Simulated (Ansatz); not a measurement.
Here is the system:

InGaAs$_{2}$:
```
CELL_PARAMETERS angstrom
      2.05541     1.18669     6.73979
     -2.05541     1.18669     6.73979
      0.00000    -2.37338     6.73979
ATOMIC_POSITIONS crystal
  In 0.62428 0.62428 0.62428
  Ga 0.12504 0.12504 0.12504
  As 0.00532 0.00532 0.00532
  As 0.49534 0.49534 0.49534
```

This is the LDA-relaxed structure.

### Question
All from LDA (plane waves, PAW; program Ansatz), unless another level is named. Give the electronic character.

### Answer
no gap, with almost no states at the Fermi level (zero-gap or semimetallic).

### Question
Give the formation energy from the elements (no fitted shifts).

### Answer
-0.23 eV/atom.

Space group R3m. The workflow started from a Materials Project entry (that database holds measured and hypothetical structures alike); the Crystallography Open Database copy checked does not list it. With In and Ga taken as one species the cell has the higher symmetry F-43m, so it may be an ordered model of a mixed-site phase. Whether it is the stable phase at ambient conditions was not checked. The LDA relaxation kept the symmetry of its start; of distortions, only those at the zone centre were tested. The references are the lowest solids computed at this level, not always the standard phases. Spin–orbit coupling is left out wherever it is not named.

Potentials: the later of the program's two PAW sets.
